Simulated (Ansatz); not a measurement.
**Energy against volume for CsBr (CsCl type)**

CsBr (CsCl type)

Space group Pm-3m (No. 221); a = b = c = 4.389 Å, α = β = γ = 90.00°

```
atom  site  symmetry       x       y       z
----  ----  --------  ------  ------  ------
Cs      1a      m-3m  0.0000  0.0000  0.0000
Br      1b      m-3m  0.5000  0.5000  0.5000
```

The volume is varied about the relaxed value V₀ at fixed cell shape. Symmetry pins the atoms to their sites.

Method: PBE (plane waves to 420 eV, PAW, scalar-relativistic; Ansatz, a quantum-chemistry and plane-wave program). k mesh 8×8×8 (Γ-centred), Fermi-Dirac smearing 0.05 eV. E stands for the smeared free energy. Compression counts positive. CsBr was relaxed with its symmetry unable to fall. ΔE is measured from the relaxed starting cell.

```json
[
 {"a (Å)": "4.2994", "ΔE (eV/atom)": "0.0067", "P (GPa)": "0.89"},
 {"a (Å)": "4.3146", "ΔE (eV/atom)": "0.0046", "P (GPa)": "0.72"},
 {"a (Å)": "4.3297", "ΔE (eV/atom)": "0.0029", "P (GPa)": "0.56"},
 {"a (Å)": "4.3446", "ΔE (eV/atom)": "0.0016", "P (GPa)": "0.41"},
 {"a (Å)": "4.3595", "ΔE (eV/atom)": "0.0007", "P (GPa)": "0.27"},
 {"a (Å)": "4.3743", "ΔE (eV/atom)": "0.0002", "P (GPa)": "0.13"},
 {"a (Å)": "4.3890", "ΔE (eV/atom)": "0.0000", "P (GPa)": "0.01"},
 {"a (Å)": "4.4036", "ΔE (eV/atom)": "0.0001", "P (GPa)": "-0.11"},
 {"a (Å)": "4.4180", "ΔE (eV/atom)": "0.0006", "P (GPa)": "-0.22"},
 {"a (Å)": "4.4324", "ΔE (eV/atom)": "0.0013", "P (GPa)": "-0.33"},
 {"a (Å)": "4.4467", "ΔE (eV/atom)": "0.0023", "P (GPa)": "-0.43"},
 {"a (Å)": "4.4609", "ΔE (eV/atom)": "0.0036", "P (GPa)": "-0.52"},
 {"a (Å)": "4.4751", "ΔE (eV/atom)": "0.0051", "P (GPa)": "-0.61"}
]
```

Key numbers:

```
Property                                                  Result
-------------------------------------------------  -------------
Pressure at the smallest volume                         0.89 GPa
Energy cost of the largest compression              6.7 meV/atom
Energy cost of the largest expansion                5.1 meV/atom
Bulk modulus B₀ (third-order Birch-Murnaghan fit)       12.2 GPa
Pressure derivative B₀′ (fit)                                5.1
Equilibrium volume of the fit                      42.30 Å³/atom
Pressure for 5 % compression (fit)                       0.7 GPa
```

(A scan under strain: stresses follow from slopes of the energy per volume, elastic moduli from its curvatures.)
